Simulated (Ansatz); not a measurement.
Input and steps of a relaxation of cell and atoms on InGa2As3, ordered on the zincblende lattice (Imm2) with 6 atoms a cell (the PAW code Ansatz, PBE). The starting cell was estimated from covalent radii.

```yaml
crystal:
  lattice:
    - [-1.9942656824, 5.9827970471, 2.820317575]
    - [1.9942656824, -5.9827970471, 2.820317575]
    - [1.9942656824, 5.9827970471, -2.820317575]
  atoms:
    - { symbol: Ga, position: [0.6666666667, 1.0, 0.6666666667] }
    - { symbol: As, position: [0.4166666667, 0.25, 0.1666666667] }
    - { symbol: Ga, position: [0.3333333333, 0.0, 0.3333333333] }
    - { symbol: As, position: [0.0833333333, 0.25, 0.8333333333] }
    - { symbol: In, position: [0.0, 0.0, 0.0] }
    - { symbol: As, position: [0.75, 0.25, 0.5] }
kpoints:
  mp_grid: { grid: [8, 8, 8] }
hamiltonian:
  xc: pbe
scf:
  occupations: { method: fermi_dirac, width: 0.02 }
relax:
  f_tol: 0.005
  cell: {}
```

The trajectory has 6 recorded frames, each with positions in Å and forces in eV/Å. The last, and any step after a large change of cell, is solved on a basis re-selected at its cell; pressure is positive in compression.

Step 1: energy 0.0 meV/atom from step 1, largest force component 2.000 eV/Å, pressure +11.07 GPa
```xyz
6
Lattice="-1.9943 5.9828 2.8203 1.9943 -5.9828 2.8203 1.9943 5.9828 -2.8203" Properties=species:S:1:pos:R:3:forces:R:3 pbc="T T T"
Ga    1.9943    1.9943    2.8203    0.0000    0.0127    0.0448
As    0.0000    1.9943    1.4102    0.0000    1.4410    0.9995
Ga    0.0000    3.9885    0.0000    0.0000   -0.0127    0.0448
As    1.9943    3.9885   -1.4102    0.0000   -1.4410    0.9995
In    0.0000    0.0000    0.0000    0.0000    0.0000   -0.0890
As    0.0000    5.9828    1.4102    0.0000    0.0000   -1.9996
```

Step 2: energy -142.1 meV/atom from step 1, largest force component 0.309 eV/Å, pressure -0.12 GPa
```xyz
6
Lattice="-2.0854 6.2499 2.9438 2.0854 -6.2499 2.9438 2.0854 6.2499 -2.9438" Properties=species:S:1:pos:R:3:forces:R:3 pbc="T T T"
Ga    2.0854    2.1264    2.9413    0.0000   -0.0128    0.1031
As    0.0000    2.1949    1.5692    0.0000   -0.0843   -0.2190
Ga    0.0000    4.1236   -0.0025    0.0000    0.0128    0.1031
As    2.0854    4.0551   -1.3746    0.0000    0.0843   -0.2190
In    0.0000    0.0000    0.0033    0.0000    0.0000   -0.0777
As    0.0000    6.2499    1.2791    0.0000    0.0000    0.3094
```

Step 3: energy -144.2 meV/atom from step 1, largest force component 0.060 eV/Å, pressure -0.10 GPa
```xyz
6
Lattice="-2.0796 6.2527 2.9514 2.0796 -6.2527 2.9514 2.0796 6.2527 -2.9514" Properties=species:S:1:pos:R:3:forces:R:3 pbc="T T T"
Ga    2.0796    2.1151    2.9540    0.0000   -0.0130    0.0050
As    0.0000    2.1903    1.5517    0.0000   -0.0597   -0.0295
Ga    0.0000    4.1376    0.0026    0.0000    0.0130    0.0050
As    2.0796    4.0625   -1.3997    0.0000    0.0597   -0.0295
In    0.0000    0.0000    0.0040    0.0000    0.0000    0.0009
As    0.0000    6.2527    1.3146    0.0000    0.0000    0.0481
```

Step 4: energy -144.4 meV/atom from step 1, largest force component 0.018 eV/Å, pressure -0.02 GPa
```xyz
6
Lattice="-2.0795 6.2427 2.9530 2.0795 -6.2427 2.9530 2.0795 6.2427 -2.9530" Properties=species:S:1:pos:R:3:forces:R:3 pbc="T T T"
Ga    2.0795    2.1105    2.9569    0.0000    0.0025   -0.0020
As    0.0000    2.1787    1.5500    0.0000    0.0008   -0.0035
Ga    0.0000    4.1322    0.0039    0.0000   -0.0025   -0.0020
As    2.0795    4.0640   -1.4030    0.0000   -0.0008   -0.0035
In    0.0000    0.0000   -0.0004    0.0000    0.0000    0.0178
As    0.0000    6.2427    1.3221    0.0000    0.0000   -0.0069
```

Step 5: energy -144.4 meV/atom from step 1, largest force component 0.004 eV/Å, pressure 0.00 GPa
```xyz
6
Lattice="-2.0791 6.2448 2.9515 2.0791 -6.2448 2.9515 2.0791 6.2448 -2.9515" Properties=species:S:1:pos:R:3:forces:R:3 pbc="T T T"
Ga    2.0791    2.1111    2.9546    0.0000   -0.0021    0.0029
As    0.0000    2.1802    1.5487    0.0000    0.0003   -0.0013
Ga    0.0000    4.1337    0.0031    0.0000    0.0021    0.0029
As    2.0791    4.0646   -1.4029    0.0000   -0.0003   -0.0013
In    0.0000    0.0000    0.0023    0.0000    0.0000    0.0006
As    0.0000    6.2448    1.3215    0.0000    0.0000   -0.0039
```

Step 6: energy -145.2 meV/atom from step 1, largest force component 0.004 eV/Å, pressure +0.02 GPa
```xyz
6
Lattice="-2.0791 6.2448 2.9515 2.0791 -6.2448 2.9515 2.0791 6.2448 -2.9515" Properties=species:S:1:pos:R:3:forces:R:3 pbc="T T T"
Ga    2.0791    2.1111    2.9546    0.0000   -0.0021    0.0030
As    0.0000    2.1802    1.5487    0.0000    0.0006   -0.0011
Ga    0.0000    4.1337    0.0031    0.0000    0.0021    0.0030
As    2.0791    4.0646   -1.4029    0.0000   -0.0006   -0.0011
In    0.0000    0.0000    0.0023    0.0000    0.0000    0.0005
As    0.0000    6.2448    1.3215    0.0000    0.0000   -0.0043
```

In 5 steps the volume changed by +13.9 %; between the first SCF and the last, each on a basis chosen for its cell, the energy fell by 145 meV an atom. At the end: it is orthorhombic, Imm2 (No. 44); conventional cell a = 4.158 Å, b = 12.490 Å, c = 5.903 Å, 25.55 Å³ an atom. Around Ga lie 4 As at 2.49–2.51 Å; around As lie 3 Ga at 2.49–2.51 Å and 1 In at 2.67 Å; around In lie 4 As at 2.64–2.67 Å; around As lie 2 Ga at 2.49 Å and 2 In at 2.64 Å.

Run as `ansatz run input.yaml --threads 2 --pin off --max-ram 29491MiB --backend cpu --events-out ev --progress --plain --runs-dir out`.

Problem. It ran on 2 threads of AMD EPYC 7R13 Processor (Zen 3), with other jobs on the host. About how long did it take, and what peak of host memory did it reach?

Solution. About 2 min, with a peak of 0.94 GiB.

No spin polarisation. The prototype was imposed, so other structures may be more stable.
